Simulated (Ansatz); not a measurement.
Recipe of this trial structure of CsOsC₃N₃: cyanide-bridged rock-salt net of two metals, 2 guest cations a cell (Fm-3m, No. 225). Its size is a rough estimate.

```cif
data_structure
_symmetry_space_group_name_H-M 'Fm-3m'
_symmetry_Int_Tables_number 225
_cell_length_a 10.1020
_cell_length_b 10.1020
_cell_length_c 10.1020
_cell_angle_alpha 90.000
_cell_angle_beta 90.000
_cell_angle_gamma 90.000
_cell_volume 1030.91
loop_
_atom_site_label
_atom_site_type_symbol
_atom_site_symmetry_multiplicity
_atom_site_Wyckoff_symbol
_atom_site_fract_x
_atom_site_fract_y
_atom_site_fract_z
_atom_site_occupancy
Cs1 Cs 8 c 0.25000 0.75000 0.75000 1
Os1 Os 4 a 0.00000 0.00000 0.00000 1
Os2 Os 4 b 0.50000 0.00000 0.00000 1
C1 C 24 e 0.18769 0.00000 0.00000 1
N1 N 24 e 0.30350 0.00000 0.00000 1
```

These are results of DFT PBE, scalar-relativistic, plane waves, PAW (Ansatz), not measurements. Cutoff 420 eV, Gaussian smearing, Γ-centred meshes. Cell and atoms relax first on a coarse mesh and then on a converged one. In between, the cell is made exact in the group found at 0.06 Å. The steps can't lower the symmetry of their start. Collinear spin, starting moments Os 1.0 (×2) μB; they died out on the coarse mesh, so the last step has no spin.

A guess keeps its type if space group and coordination stay and the shape of the cell changes little (axis ratios within about 15 %, angles within 6°); the volume may change.

Question: Will the relaxed cell still be of the starting type?

Answer: It keeps its type. The symmetry stays Fm-3m (No. 225). The volume per atom grows by 10.6 %, from 16.1 to 17.8 Å³. The shortest distance goes from 1.17 Å (C–N) to 1.18 Å (C–N). Counting neighbours within 15 % of an atom's shortest distance, the start has C 1, Cs 24, N 1, Os 6 and the end C 1, Cs 24, N 1, Os 6.

Energies over the elements count from the elements' standard structures at the same level (N₂ as a molecule), with no fitted energy shifts.

Question: At what energy does it end?

Answer: −0.135 eV/atom. Whether it is stable depends on the other phases of the system, which aren't compared here.

The last run used a 6×6×6 mesh for its 16-atom cell and Gaussian smearing of 0.02 eV. These runs have no spin–orbit coupling, which can matter for Os. The reference form of C is held partly by dispersion forces, which this level lacks. A later test with randomly moved atoms came back to the same energy, though modes that don't fit the test's cell weren't probed.
